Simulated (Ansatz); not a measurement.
TiAu (CsCl type, Pm-3m), PBE (plane waves, PAW; program Ansatz), all energies at zero smearing, with the estimated change up to a 700 eV cutoff added, with one set of potentials and settings (totals compare only within such a set). Cell of 2 atoms (1 Au, 1 Ti): -15649.630 eV.

| element | reference phase | E (eV/atom) |
|---|---|---|
| Au | Fm-3m, 1 atoms in the cell | -13149.3277 |
| Ti | P6/mmm, 3 atoms in the cell | -2499.6739 |

Formation energy per atom, worked out: (-15649.630 − 1×(-13149.3277) − 1×(-2499.6739))/2 = -0.314 eV/atom (-30 kJ per mol of atoms), at 0 K, without zero-point energy or fitted corrections.

The workflow started from an entry of the Crystallography Open Database (COD). Whether it is the stable phase at ambient conditions was not checked. The cell was relaxed with PBE under the symmetry of its start; whether a distortion lowers the energy is not shown. No spin polarisation was allowed. The references are the lowest solids computed at this level, not always the standard phases. Scalar-relativistic: spin–orbit coupling is off unless named, which matters more the heavier the elements.

Potentials: the later of the program's two PAW sets.
